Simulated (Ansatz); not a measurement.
Consider the following.

WO2:
```xyz
12
Lattice="5.5346 0.0000 0.0000 0.0000 4.8974 0.0000 -2.8610 0.0000 4.8772" Properties=species:S:1:pos:R:3 pbc="T T T"
W      1.2391     4.8676     0.0653
W      2.8650     2.4189     2.3733
W      1.4345     0.0298     4.8119
W     -0.1914     2.4785     2.5040
O     -0.0446     1.0822     1.1380
O      4.1488     3.5309     1.3007
O      2.7182     3.8153     3.7393
O     -1.4752     1.3665     3.5766
O      1.3123     3.4285     1.4511
O      2.7918     0.9798     0.9875
O      1.3613     1.4689     3.4261
O     -0.1182     3.9176     3.8898
```

This is the PBEsol-relaxed structure.

### Question
All from DFT-PBEsol in the program Ansatz with PAW potentials, unless another level is named. Estimate the electronic character.

### Answer
metallic (no gap).

### Question
Predict the formation energy from the elements (no fitted shifts).

### Answer
-1.97 eV/atom.

### Question
What about the density of states at the Fermi level?

### Answer
0.14 states/eV per atom (mean over ±0.08 eV).

### Question
Next, the gap with spin–orbit coupling?

### Answer
none (metallic).

Space group P2_1/c. The workflow started from an entry of the Crystallography Open Database (COD), which files this formula under 2 space groups. Its standing as an ambient phase is unchecked. Symmetry was held in the PBEsol relaxation; its stability against distortions is not shown here. The run is not spin-polarised. No Hubbard U is applied. The references are the lowest solids computed at this level, not always the standard phases (solids in place of the gases). Spin–orbit coupling is left out wherever it is not named.

Potentials: the later of the program's two PAW sets.
